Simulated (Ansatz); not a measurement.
# ZnS (F-43m): energy against volume by PBE and RPA

```
CELL_PARAMETERS angstrom
0.00000 2.70450 2.70450
2.70450 0.00000 2.70450
2.70450 2.70450 0.00000
ATOMIC_POSITIONS crystal
Zn 0.00000 0.00000 0.00000
S 0.25000 0.25000 0.25000
```

RPA total energy on PBE orbitals, hard PAW set made for 700 eV (Ansatz); 4×4×4 mesh, wave cutoff 700 eV, correlation extrapolated to infinite response cutoff from cutoffs up to 450 eV, 26 electrons, all correlated, long-wavelength term: neglected.

Energies and volumes of the whole cell, energies counted from the given cell:

```json
{"V/V_given": "0.92", "V (Å³)": "36.40", "PBE (meV)": "104", "Hartree-Fock expression on these orbitals (meV)": "240", "RPA (meV)": "64"}
{"V/V_given": "0.96", "V (Å³)": "37.98", "PBE (meV)": "33", "Hartree-Fock expression on these orbitals (meV)": "95", "RPA (meV)": "16"}
{"V/V_given": "1.00", "V (Å³)": "39.56", "PBE (meV)": "0", "Hartree-Fock expression on these orbitals (meV)": "0", "RPA (meV)": "0"}
{"V/V_given": "1.04", "V (Å³)": "41.15", "PBE (meV)": "-3", "Hartree-Fock expression on these orbitals (meV)": "-54", "RPA (meV)": "15"}
{"V/V_given": "1.08", "V (Å³)": "42.73", "PBE (meV)": "19", "Hartree-Fock expression on these orbitals (meV)": "-73", "RPA (meV)": "58"}
```

(1) Fit third-order Birch-Murnaghan curves. Where are the minima?

Results:

(1) PBE: V0 = 20.25 Å³ an atom (lattice constants +0.8 % against the given cell), B0 = 69 GPa; Hartree-Fock expression on these orbitals: V0 = 21.49 Å³ an atom (lattice constants +2.8 % against the given cell), B0 = 76 GPa (extrapolated past the volumes computed, so rough); RPA: V0 = 19.80 Å³ an atom (lattice constants 0.0 % against the given cell), B0 = 78 GPa.

This ran on a trial build of the method. The mesh is coarse, so these are values at the stated settings, not converged ones.
